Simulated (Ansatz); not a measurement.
GaSb (zinc blende, F-43m) at seven volumes, plane-wave PAW PBEsol (Ansatz code), scaled uniformly. One row is withheld.

```csv
V (Å³/atom),P (GPa)
25.958,6.10
26.813,3.70
27.669,1.69
28.525,0.01
29.380,-1.41
30.236,-2.61
31.092,?
```

Question: Fit the shown pressures and predict the withheld one.

Answer: P = (3/2)B₀(x^(7/2) − x^(5/2))[1 + (3/4)(B′ − 4)(x − 1)] with x = (V₀/V)^(2/3). Least squares on the six rows gives V₀ = 28.528 Å³/atom, B₀ = 51.5 GPa, B′ = 4.79. At V = 31.092, x = 0.9442 and P = -3.61 GPa. The run itself gave -3.62 GPa.

The PBEsol relaxation kept the symmetry of its start. Scalar-relativistic: spin–orbit coupling is off unless named, which matters more the heavier the elements.

Potentials: the later of the program's two PAW sets.
